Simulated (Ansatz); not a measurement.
Relax this structure to zero stress and force, keeping its symmetry:

```cif
data_structure
_symmetry_space_group_name_H-M 'Ia-3'
_symmetry_Int_Tables_number 206
_cell_length_a 8.4471
_cell_length_b 8.4471
_cell_length_c 8.4471
_cell_angle_alpha 90.000
_cell_angle_beta 90.000
_cell_angle_gamma 90.000
_cell_volume 602.72
loop_
_atom_site_label
_atom_site_type_symbol
_atom_site_symmetry_multiplicity
_atom_site_Wyckoff_symbol
_atom_site_fract_x
_atom_site_fract_y
_atom_site_fract_z
_atom_site_occupancy
Si1 Si 16 c 0.14125 0.64125 0.85875 1
O1 O 24 d 0.50000 0.25000 0.43023 1
O2 O 8 b 0.75000 0.25000 0.25000 1
```

The calculation used DFT r2SCAN, scalar-relativistic, plane waves, PAW in Ansatz 0.2.0.

Settings: cutoff 500 eV, Γ-centred mesh 4×4×4 on the computed 24-atom cell, Gaussian smearing of 0.02 eV; no spin polarisation.

**Question.** What does it relax to?

**Answer.** The volume stays the same within 0.01 Å³/atom to 12.56 Å³/atom, and the energy changes by under 0.1 meV/atom. Final structure:
```cif
data_structure
_symmetry_space_group_name_H-M 'P 1'
_symmetry_Int_Tables_number 1
_cell_length_a 7.3154
_cell_length_b 7.3154
_cell_length_c 7.3154
_cell_angle_alpha 109.471
_cell_angle_beta 109.471
_cell_angle_gamma 109.471
_cell_volume 301.36
loop_
_atom_site_label
_atom_site_type_symbol
_atom_site_fract_x
_atom_site_fract_y
_atom_site_fract_z
_atom_site_occupancy
Si1 Si 0.50000 0.00000 0.78250 1
Si2 Si 0.28250 0.28250 0.28250 1
Si3 Si 0.50000 0.00000 0.21750 1
Si4 Si 0.71750 0.71750 0.71750 1
Si5 Si 0.78250 0.50000 0.00000 1
Si6 Si 0.00000 0.21750 0.50000 1
Si7 Si 0.21750 0.50000 0.00000 1
Si8 Si 0.00000 0.78250 0.50000 1
O1 O 0.68023 0.93023 0.75000 1
O2 O 0.75000 0.68023 0.93023 1
O3 O 0.81977 0.56977 0.25000 1
O4 O 0.75000 0.18023 0.43023 1
O5 O 0.06977 0.25000 0.31977 1
O6 O 0.50000 0.00000 0.00000 1
O7 O 0.25000 0.81977 0.56977 1
O8 O 0.43023 0.75000 0.18023 1
O9 O 0.31977 0.06977 0.25000 1
O10 O 0.18023 0.43023 0.75000 1
O11 O 0.93023 0.75000 0.68023 1
O12 O 0.50000 0.50000 0.50000 1
O13 O 0.25000 0.31977 0.06977 1
O14 O 0.00000 0.50000 0.00000 1
O15 O 0.00000 0.00000 0.50000 1
O16 O 0.56977 0.25000 0.81977 1
```

This form isn't the usual stable structure of the compound.

Cost: 1 run of about 1.1 core-minutes, on Intel Xeon Platinum 8488C (Sapphire Rapids) (shared hosts).